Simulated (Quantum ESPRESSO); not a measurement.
## Si15 (input and log of a self-consistent run)

Simulated, not a measurement. The program is pw.x of Quantum ESPRESSO 7.5 (plane-wave density functional theory). The cell is made up: 15 atoms on a doubled zincblende/diamond lattice with one site empty, with randomly drawn elements, strain and displacements, not relaxed. PseudoDojo standard norm-conserving files (v0.5 for PBE, v0.4.1 for LDA and PBEsol) set the functional; there is no spin polarisation, spin-orbit coupling or dispersion term, and the masses in the input are unused placeholders. A spin-polarised start on this cell or one of its family kept no moment above 0.05 Bohr magneton at the same smearing; a narrower smearing was not tried.

Input:

```
&control calculation='scf', pseudo_dir='./dojo.nc.sr.pbe.v0_5.standard.upf', outdir='./o', disk_io='low', tprnfor=.true., tstress=.true. /
&system ibrav=0, nat=15, ntyp=1, nbnd=40, ecutwfc=36.01433573, nosym=.true., tot_charge=0,
 occupations='smearing', smearing='fd', degauss=0.0073498644
/
&electrons conv_thr=7.350e-09, electron_maxstep=60, /
ATOMIC_SPECIES
Si 1.0 Si.upf
CELL_PARAMETERS angstrom
5.4011 -0.0237 -0.0439
-0.0237 5.3711 -0.0015
-0.0878 -0.0029 10.8153
ATOMIC_POSITIONS angstrom
Si -0.0975 -0.0296 -0.0193
Si 0.0637 2.6269 2.6753
Si 2.7169 2.7489 -0.0037
Si -0.0059 -0.1169 5.3574
Si -0.0327 2.6518 8.2089
Si 2.6705 -0.0221 8.153
Si 2.6553 2.68 5.3855
Si 1.2789 1.2212 1.372
Si 1.3159 4.0319 4.0187
Si 4.033 1.4257 4.0365
Si 4.0364 4.0471 1.3112
Si 1.3261 1.308 6.8106
Si 1.2183 3.9867 9.4963
Si 3.9385 1.2472 9.3993
Si 3.9863 3.9708 6.6843
K_POINTS automatic
6 6 4 1 1 1
```

The log is shortened where brackets say so; the opening notice, blank lines, dates and the lines on written files are dropped, and the path of the files is cut. It prints rydbergs, bohrs and kilobars, and counts compression as positive stress.

```
     Program PWSCF v.7.5
     Parallel version (MPI & OpenMP), running on       4 processor cores
     Number of MPI processes:                 4
     Threads/MPI process:                     1
     [start-up lines left out]
     bravais-lattice index     =            0
     lattice parameter (alat)  =      10.2070  a.u.
     unit-cell volume          =    2117.1105 (a.u.)^3
     number of atoms/cell      =           15
     number of atomic types    =            1
     number of electrons       =        60.00
     number of Kohn-Sham states=           40
     kinetic-energy cutoff     =      36.0143  Ry
     charge density cutoff     =     144.0573  Ry
     scf convergence threshold =      7.3E-09
     mixing beta               =       0.7000
     number of iterations used =            8  plain     mixing
     Exchange-correlation= PBE
                           (   1   4   3   4   0   0   0)
     [axes and pseudopotential details left out]
   Cartesian axes
     site n.     atom                  positions (alat units)
         1        Si     tau(   1) = (  -0.0180511  -0.0054801  -0.0035732  )
         2        Si     tau(   2) = (   0.0117934   0.4863431   0.4953039  )
         3        Si     tau(   3) = (   0.5030057   0.5089302  -0.0006850  )
         4        Si     tau(   4) = (  -0.0010923  -0.0216428   0.9918667  )
         5        Si     tau(   5) = (  -0.0060541   0.4909531   1.5197922  )
         6        Si     tau(   6) = (   0.4944152  -0.0040916   1.5094429  )
         7        Si     tau(   7) = (   0.4916011   0.4961741   0.9970692  )
         8        Si     tau(   8) = (   0.2367750   0.2260924   0.2540115  )
         9        Si     tau(   9) = (   0.2436252   0.7464642   0.7440204  )
        10        Si     tau(  10) = (   0.7466679   0.2639535   0.7473159  )
        11        Si     tau(  11) = (   0.7472974   0.7492784   0.2427550  )
        12        Si     tau(  12) = (   0.2455136   0.2421626   1.2609116  )
        13        Si     tau(  13) = (   0.2255555   0.7380959   1.7581409  )
        14        Si     tau(  14) = (   0.7291722   0.2309061   1.7401824  )
        15        Si     tau(  15) = (   0.7380219   0.7351522   1.2375284  )
     number of k points=    72  Fermi-Dirac smearing, width (Ry)=  0.0073
                       cart. coord. in units 2pi/alat
        k(    1) = (   0.0842195   0.0841916   0.0631332), wk =   0.0277778
        k(    2) = (   0.0852345   0.0842310   0.1879954), wk =   0.0277778
     [further k points left out]
     Dense  grid:    61857 G-vectors     FFT dimensions: (  40,  40,  80)
     Estimated max dynamical RAM per process >     176.24 MB
     Estimated total dynamical RAM >     659.65 MB
     Initial potential from superposition of free atoms
     starting charge      59.9908, renormalised to      60.0000
     Starting wfcs are   60 randomized atomic wfcs
     total cpu time spent up to now is        3.7 secs
     per-process dynamical memory:   155.2 Mb
     Self-consistent Calculation
     iteration #  1     ecut=    36.01 Ry     beta= 0.70
     Davidson diagonalization with overlap
     ethr =  1.00E-02,  avg # of iterations =  3.4
     Threshold (ethr) on eigenvalues was too large:
     Diagonalizing with lowered threshold
     Davidson diagonalization with overlap
     ethr =  6.50E-04,  avg # of iterations =  4.1
     total cpu time spent up to now is       17.8 secs
     total energy              =    -126.57316003 Ry
     estimated scf accuracy    <       0.45173084 Ry
     iteration #  2     ecut=    36.01 Ry     beta= 0.70
     Davidson diagonalization with overlap
     ethr =  7.53E-04,  avg # of iterations =  3.4
     total cpu time spent up to now is       24.6 secs
     total energy              =    -126.43950946 Ry
     estimated scf accuracy    <       0.55891265 Ry
     iteration #  3     ecut=    36.01 Ry     beta= 0.70
     Davidson diagonalization with overlap
     ethr =  7.53E-04,  avg # of iterations =  5.2
     total cpu time spent up to now is       32.0 secs
     total energy              =    -126.49071986 Ry
     estimated scf accuracy    <       1.21620527 Ry
     iteration #  4     ecut=    36.01 Ry     beta= 0.70
     Davidson diagonalization with overlap
     ethr =  7.53E-04,  avg # of iterations =  2.2
     total cpu time spent up to now is       37.8 secs
     total energy              =    -126.62788476 Ry
     estimated scf accuracy    <       0.03403023 Ry
     iteration #  5     ecut=    36.01 Ry     beta= 0.70
     Davidson diagonalization with overlap
     ethr =  5.67E-05,  avg # of iterations =  9.8
     total cpu time spent up to now is       47.1 secs
     total energy              =    -126.63203294 Ry
     estimated scf accuracy    <       0.06566302 Ry
     [iterations 6 to 9 left out]
     iteration # 10     ecut=    36.01 Ry     beta= 0.70
     Davidson diagonalization with overlap
     ethr =  2.77E-08,  avg # of iterations =  1.8
     total cpu time spent up to now is       80.8 secs
     total energy              =    -126.63942808 Ry
     estimated scf accuracy    <       0.00000321 Ry
     iteration # 11     ecut=    36.01 Ry     beta= 0.70
     Davidson diagonalization with overlap
     ethr =  5.36E-09,  avg # of iterations =  3.0
     total cpu time spent up to now is       86.8 secs
     total energy              =    -126.63942866 Ry
     estimated scf accuracy    <       0.00000014 Ry
     iteration # 12     ecut=    36.01 Ry     beta= 0.70
     Davidson diagonalization with overlap
     ethr =  2.25E-10,  avg # of iterations =  4.6
     total cpu time spent up to now is       94.3 secs
     total energy              =    -126.63942872 Ry
     estimated scf accuracy    <       0.00000017 Ry
     iteration # 13     ecut=    36.01 Ry     beta= 0.70
     Davidson diagonalization with overlap
     ethr =  2.25E-10,  avg # of iterations =  1.3
     total cpu time spent up to now is       99.4 secs
     total energy              =    -126.63942872 Ry
     estimated scf accuracy    <       0.00000003 Ry
     iteration # 14     ecut=    36.01 Ry     beta= 0.70
     Davidson diagonalization with overlap
     ethr =  5.30E-11,  avg # of iterations =  3.4
     total cpu time spent up to now is      105.3 secs
     End of self-consistent calculation
          k = 0.0842 0.0842 0.0631 (  7726 PWs)   bands (ev):
    -6.1474  -5.2679  -4.5897  -2.9044  -2.7216  -2.5560  -2.3386  -1.7649
    -1.5282  -1.4559  -1.3252  -1.0275   0.9573   1.6795   1.7547   2.2161
     2.4310   2.4991   2.5893   2.7387   2.9407   3.0792   3.2725   3.6161
     3.8072   3.9210   4.3125   4.6210   4.9835   6.1888   6.5356   6.6084
     6.6958   6.7536   6.9747   7.0465   7.3005   7.4968   7.7131   7.9742
     [levels at the other k points left out]
     the Fermi energy is     5.8483 ev
!    total energy              =    -126.63942872 Ry
     estimated scf accuracy    <          1.0E-09 Ry
     smearing contrib. (-TS)   =      -0.00873415 Ry
     internal energy E=F+TS    =    -126.63069457 Ry
     The total energy is F=E-TS. E is the sum of the following terms:
     one-electron contribution =      29.84185795 Ry
     hartree contribution      =      10.78370838 Ry
     xc contribution           =     -46.08501261 Ry
     ewald contribution        =    -121.17124828 Ry
     convergence has been achieved in  14 iterations
     Forces acting on atoms (cartesian axes, Ry/au):
     atom    1 type  1   force =     0.03622767    0.00093045    0.00728872
     atom    2 type  1   force =    -0.03576222    0.02523891   -0.00389362
     atom    3 type  1   force =    -0.01495349   -0.06497143    0.01690610
     atom    4 type  1   force =    -0.02148109    0.05737626    0.01179299
     atom    5 type  1   force =    -0.03402590   -0.01839150   -0.05682780
     atom    6 type  1   force =    -0.03481835   -0.05749121   -0.04884441
     atom    7 type  1   force =    -0.02936222   -0.01475630   -0.00901229
     atom    8 type  1   force =     0.04992787    0.01180785   -0.01964489
     atom    9 type  1   force =     0.02511337   -0.00729014   -0.02216130
     atom   10 type  1   force =     0.02036647   -0.03617950   -0.00032805
     atom   11 type  1   force =    -0.00281888   -0.01691168    0.04958811
     atom   12 type  1   force =    -0.01404956   -0.00052678   -0.02198454
     atom   13 type  1   force =     0.02073976    0.03870132    0.00738432
     atom   14 type  1   force =     0.01540057    0.07279835    0.03884010
     atom   15 type  1   force =     0.01949601    0.00966541    0.05089657
     Total force =     0.214833     Total SCF correction =     0.000061
     Computing stress (Cartesian axis) and pressure
          total   stress  (Ry/bohr**3)                   (kbar)     P=       25.39
   0.00017710   0.00010330   0.00010702           26.05       15.20       15.74
   0.00010330   0.00015403   0.00012319           15.20       22.66       18.12
   0.00010702   0.00012319   0.00018658           15.74       18.12       27.45
     init_run     :      3.58s CPU      3.72s WALL (       1 calls)
     electrons    :    100.81s CPU    101.56s WALL (       1 calls)
     forces       :      1.73s CPU      1.75s WALL (       1 calls)
     stress       :      5.49s CPU      5.50s WALL (       1 calls)
     [timing details left out]
     PWSCF        :   1m51.70s CPU   1m52.66s WALL
     JOB DONE.
```

In other units: free energy -1723.017 eV for the cell, pressure 2.54 GPa, largest force component 1.872 eV/Å. A rerun of this cell at a cutoff of 718 eV and k mesh 8 x 8 x 6 moved values by no more than 0.006 eV in energy, 0.02 GPa in stress and 0.003 eV/Å in force.